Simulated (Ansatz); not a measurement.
Sc (hcp, Mg type)

```
CELL_PARAMETERS angstrom
      3.31949     0.00000     0.00000
     -1.65974     2.87476     0.00000
      0.00000     0.00000     5.16639
ATOMIC_POSITIONS crystal
  Sc 0.33333 0.66667 0.75000
  Sc 0.66667 0.33333 0.25000
```

In each cell atom 1 (Sc, nearest neighbour Sc at 3.217 Å; its periodic images, 3.3 Å or more away, move with it) moves by s·(0.577, 0.577, 0.577) (along Cartesian [111]), the rest being held.

All values below come from PBE (plane waves to 420 eV, PAW, scalar-relativistic; Ansatz, a first-principles code). k mesh 13×13×7 (Γ-centred), Fermi-Dirac smearing 0.05 eV. Energies are smeared free energies. With partly filled bands, energies and forces of such displacements shift with the k mesh and the smearing. Sc is run without spin polarisation. Sc was relaxed with its symmetry unable to fall. The PAW data are Ansatz's earlier set. ΔE is measured from the undisplaced structure. The last digit holds for this mesh only.

| s (Å) | ΔE (meV/cell) |
|---|---|
| -0.320 | 125.5 |
| -0.256 | 79.8 |
| -0.192 | 44.7 |
| -0.128 | 19.8 |
| -0.064 | 4.9 |
| 0.000 | 0.0 |
| 0.064 | 4.9 |
| 0.128 | 19.4 |
| 0.192 | withheld |
| 0.256 | 77.4 |
| 0.320 | 120.7 |

Fit a polynomial form (powers 2, 3, 4) to the given rows and predict ΔE at s = 0.192.

Least squares on the 10 given rows: ΔE = (1195)·s² + (-73.04)·s³ + (67.80)·s⁴, in meV/cell with s in Å; root-mean-square residual 0.03 meV/cell. At 0.192 the fit gives 43.6 meV/cell; the calculation gives 43.7 meV/cell, so the interpolation is off by -0.1 (-0.2 %). The quadratic term alone would give 44.1 meV/cell.

(A displaced cell: forces are minus the slopes of the energy, force constants its curvatures, and phonons follow from these.)
